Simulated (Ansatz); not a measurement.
The start is a randomly generated symmetric cell of V (space group No. 15). A full variable-cell relaxation at zero pressure is run with r2SCAN (plane waves to 500 eV, PAW, scalar-relativistic; Ansatz, a first-principles code). The first steps use a coarse 14×14×8 k-mesh.

Starting cell:
```yaml
crystal:
  lattice:
    - [1.38324, -2.53919, 0.00000]
    - [1.38324, 2.53919, 0.00000]
    - [-1.02315, 0.00000, 4.00611]
  atoms:
    - { symbol: V, position: [0.37943, 0.62057, 0.75000] }
    - { symbol: V, position: [0.62057, 0.37943, 0.25000] }
```
Spin-polarised start, with parallel moments on V.

Question: How large is the pressure on the unrelaxed cell, and of which sign?

Answer: -5.9 GPa (negative: the cell is under tension).

Question: Which atoms feel the largest initial force, and how large is it?

Answer: 0.19 eV/Å, on V1, V2 (atoms numbered as listed).

Question: What symmetry does the relaxed structure have?

Answer: The space group goes from C2/c (No. 15) to Fddd (No. 70); the end is AFLOW prototype A_oF8_70_a, with 2 atoms in the primitive cell.

Question: By how much does the energy per atom fall from start to end?

Answer: 0.15 eV/atom.

Question: How does the volume per atom move from start to end?

Answer: -4.6 %, from 14.07 to 13.43 Å³/atom.

Question: What band gap does the relaxed structure have at this level?

Answer: Zero (metallic).

Question: What magnetic moments remain?

Answer: Zero (the starting moments vanished).

Question: Give the final cell and atomic positions.

Answer: 
Space group Fddd, origin choice 1 (No. 70); a = 2.4124 Å, b = 4.9850 Å, c = 8.9313 Å, α = β = γ = 90.00°

```csv
atom,site,symmetry,x,y,z
V,8a,222,0.0000,0.0000,0.0000
```
(The calculation used a cell of 2 atoms; values per cell refer to that cell.)

Final values are on a 19×19×19 k-mesh of the relaxed cell. No spin polarisation in the result: the starting moments vanished.

The run could not lose the symmetry of its start: the end is stationary, and may be a saddle point rather than a minimum.

The relaxed structure here is a generated cell of V: the first start was made by a random draw of sites in a space group, and the end was not matched to a known phase here, so it may be hypothetical. Known forms of V include space group No. 229.
